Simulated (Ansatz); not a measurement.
The relaxed structure here is a generated cell of Bi2Te3: the first start was made by placing the elements on the sites of a structure type, and the end was not matched to a known phase here, so it may be hypothetical. Known forms of Bi2Te3 include space group No. 166.

A relaxed cell of Bi$_{2}$Te$_{3}$ (R32 (No. 155)), relaxed on a k-mesh at least as fine as the one used below. These are PBEsol (plane waves to 420 eV, PAW, scalar-relativistic; Ansatz, a program for electronic structure) values and carry that method's errors. Γ-centred k-mesh 4×4×4 on the run's cell (coarser than for final values), Fermi–Dirac smearing 0.05 eV.

```
CELL_PARAMETERS angstrom
      3.77803     2.18124     3.87310
     -3.77803     2.18124     3.87310
      0.00000    -4.36249     3.87310
ATOMIC_POSITIONS crystal
  Te 0.19509 0.80491 0.50000
  Te 0.50000 0.19509 0.80491
  Te 0.80491 0.50000 0.19509
  Bi 0.32463 0.32463 0.32463
  Bi 0.67537 0.67537 0.67537
```

The atoms are displaced along an unstable phonon of this cell by (Å):

```tsv
atom	ux	uy	uz
Te1	0.000	-0.103	-0.109
Te2	0.089	0.052	-0.109
Te3	-0.089	0.052	-0.109
Bi4	0.000	0.000	0.100
Bi5	0.000	0.000	0.100
```

Question: What forces (eV/Å) and pressure result?

Answer: 
```tsv
atom	Fx	Fy	Fz
Te1	-0.02	0.03	0.10
Te2	-0.02	-0.03	0.10
Te3	0.04	0.00	0.10
Bi4	0.00	0.00	-0.24
Bi5	0.00	0.00	-0.06
```

Pressure +1.0 GPa.

The undisplaced cell is probably no minimum: from this displacement the run went on to R3 (No. 146), 0.004 eV/atom below it.

No spin polarisation in the result.
